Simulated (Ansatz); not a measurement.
Y$_{3}$Si:
```
CELL_PARAMETERS angstrom
      0.00000     3.69954     3.69954
      3.69954     0.00000     3.69954
      3.69954     3.69954     0.00000
ATOMIC_POSITIONS crystal
  Si 0.00000 0.00000 0.00000
  Y  0.50000 0.50000 0.50000
  Y  0.25000 0.25000 0.25000
  Y  0.75000 0.75000 0.75000
```

Relaxed with PBE. Special points in fractions of this cell's reciprocal vectors: Γ (0.000, 0.000, 0.000); X (0.500, 0.000, 0.500); U (0.625, 0.250, 0.625); K (0.375, 0.375, 0.750); L (0.500, 0.500, 0.500); W (0.500, 0.250, 0.750).

Q: List the band energies nearest the Fermi level at these points for DFT-PBE in the program Ansatz with PAW potentials.

A: In eV from the Fermi level; about four levels below and three above (degenerate sets whole), none deeper than 8.9 eV; points with the same levels are listed once.

| k | below | above |
|---|---|---|
| Γ | -2.12 -2.12 -2.12 -1.47 -1.47 -0.46 | 0.52 0.52 0.52 |
| X | -1.76 -1.55 -1.38 -1.38 | 0.28 0.32 0.32 |
| U | -1.81 -1.33 -0.35 -0.01 | 0.62 0.98 1.31 |
| L | -3.69 -2.30 -2.30 -0.15 | 0.07 0.07 0.56 0.56 |
| W | -1.97 -1.28 -0.08 -0.08 | 0.51 1.15 1.27 1.27 |

Space group Fm-3m. The cell is a constructed one: a structure type filled with these elements; neither database checked (COD, Materials Project) lists it. Its standing as an ambient phase is unchecked. Symmetry was held in the PBE relaxation; whether a distortion lowers the energy is not shown. The run is not spin-polarised. Spin–orbit coupling is left out wherever it is not named.

Potentials: the later of the program's two PAW sets.
